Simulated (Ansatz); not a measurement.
Consider the following.

SiW:
```cif
data_Si4W4
_chemical_formula_sum 'Si4 W4'
_space_group_name_H-M_alt 'Fm-3m'
_space_group_IT_number 225
_space_group_name_Hall '-F 4 2 3'
_cell_length_a 4.98007
_cell_length_b 4.98007
_cell_length_c 4.98007
_cell_angle_alpha 90.000
_cell_angle_beta 90.000
_cell_angle_gamma 90.000
loop_
_atom_site_label
_atom_site_type_symbol
_atom_site_symmetry_multiplicity
_atom_site_Wyckoff_symbol
_atom_site_fract_x
_atom_site_fract_y
_atom_site_fract_z
_atom_site_occupancy
Si1 Si 4 a 0.00000 0.00000 0.00000 1
W1 W 4 b 0.50000 0.50000 0.50000 1
```
(The calculation used a cell of 2 atoms; values per cell refer to that cell.)

This is the PBEsol-relaxed structure.

Q: All from plane-wave PAW PBEsol (Ansatz code), unless another level is named. Predict the electronic character.

A: metallic (no gap).

Q: What about the formation energy from the elements (no fitted shifts)?

A: 0.55 eV/atom.

Q: Predict the density of states at the Fermi level.

A: 0.90 states/eV per atom (mean over ±0.08 eV).

The cell is a constructed one: a structure type filled with these elements; neither database checked (COD, Materials Project) lists it. Whether it is the stable phase at ambient conditions was not checked. The cell was relaxed with PBEsol under the symmetry of its start. At this level the phase is mechanically unstable. The run is not spin-polarised. The references are the lowest solids computed at this level, not always the standard phases. Spin–orbit coupling is left out wherever it is not named.

Potentials: the later of the program's two PAW sets.
